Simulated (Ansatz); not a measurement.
ZnS (zinc blende, space group No. 216), a = 5.297 Å, b = 5.297 Å, c = 5.297 Å, α = 90.00°, β = 90.00°, γ = 90.00°; the cell used has 2 atoms.

Relaxed with LDA in the plane-wave PAW code Ansatz. Indices refer to the conventional cell of F-43m, a = 5.2967 Å, b = 5.2967 Å, c = 5.2967 Å, α = 90.00°, β = 90.00°, γ = 90.00°.

**Question.** Simulate the powder diffraction pattern (Cu Kα1, λ = 1.54056 Å; lines above 1 %) up to 2θ = 90°.

**Answer.** Simulated powder pattern, Cu Kα1, λ = 1.54056 Å (kinematic, ideal powder, no thermal factors, no anomalous dispersion; the 30 strongest lines at most, above 1 %, up to 2θ = 90°):

```json
[
 {"2θ (°)": "29.18", "d (Å)": "3.058", "I/Imax (%)": "100", "hkl": "(111)"},
 {"2θ (°)": "33.82", "d (Å)": "2.648", "I/Imax (%)": "12", "hkl": "(200)"},
 {"2θ (°)": "48.58", "d (Å)": "1.873", "I/Imax (%)": "60", "hkl": "(220)"},
 {"2θ (°)": "57.67", "d (Å)": "1.597", "I/Imax (%)": "40", "hkl": "(311)"},
 {"2θ (°)": "60.50", "d (Å)": "1.529", "I/Imax (%)": "3.1", "hkl": "(222)"},
 {"2θ (°)": "71.14", "d (Å)": "1.324", "I/Imax (%)": "9.0", "hkl": "(400)"},
 {"2θ (°)": "78.68", "d (Å)": "1.215", "I/Imax (%)": "15", "hkl": "(331)"},
 {"2θ (°)": "81.14", "d (Å)": "1.184", "I/Imax (%)": "3.4", "hkl": "(420)"}
]
```

Symmetry was held in the LDA relaxation; phonons on a q-mesh show no instability.

Potentials: the later of the program's two PAW sets.
